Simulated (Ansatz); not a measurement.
Level of theory: Ansatz, DFT PBE, scalar-relativistic, plane waves, PAW, and for the lanthanide a 4f-in-core norm-conserving potential. Each cell gets a short relaxation within its symmetry: 690 eV, a coarse mesh through Γ, smearing of 0.2 eV, at most 16 steps to 0.08 eV/Å and 0.8 GPa. No spin polarisation. Energies are free energies per atom, good to about 0.1 eV/atom between metallic cells, end volumes are rough, and groups of ends are read at 0.1 Å.

Two trial cells of TmI₄, not yet relaxed:

A.

```
Tm I
1.0
    -4.19594    4.19594    2.59351
     4.19594   -4.19594    2.59351
     4.19594    4.19594   -2.59351
Tm I
1 4
Direct
  0.00000 0.00000 0.00000
  0.20015 0.39883 0.59897
  0.79985 0.60117 0.40103
  0.39883 0.79985 0.19868
  0.60117 0.20015 0.80132
```

B.

```
Tm I
1.0
     6.03522    0.00000    0.00000
    -3.01761    5.22666    0.00000
     0.00000    0.00000    6.63543
Tm I
1 4
Cartesian
  0.0000 0.0000 0.0000
  0.0000 3.4844 1.8483
  3.0176 1.7422 1.8483
  3.0176 1.7422 4.7872
  0.0000 3.4844 4.7872
```

Task: Does the order of the two change on relaxation?

Result: As given, A is lower by 0.50 eV/atom. Relaxed, A is lower by 0.67 eV/atom, so the order holds. A goes from I4/m at 36.5 Å³/atom to I4/m at 43.1 Å³/atom and gains 0.52 eV/atom. B goes from P6/mmm at 41.9 Å³/atom to P6/mmm at 43.2 Å³/atom and gains 0.34 eV/atom. The closest pair in A goes from I–I at 3.70 Å to Tm–I at 3.15 Å. The closest pair in B goes from I–I at 2.94 Å to I–I at 3.20 Å. At the end: counting I atoms around Tm (those within 1.25 times the shortest such distance or 1.15 times the sum of covalent radii, 1.27 where that leaves under three), A has Tm 8 and B has Tm 12.

No dispersion correction is applied, so the spacing and binding between layers, chains or molecules are poorly described (I4/m, P6/mmm), and this can change margins and order among such cells. These runs have no spin–orbit coupling, which can matter for I.

The lanthanide is trivalent by construction, without f bands, f moments or other valences.
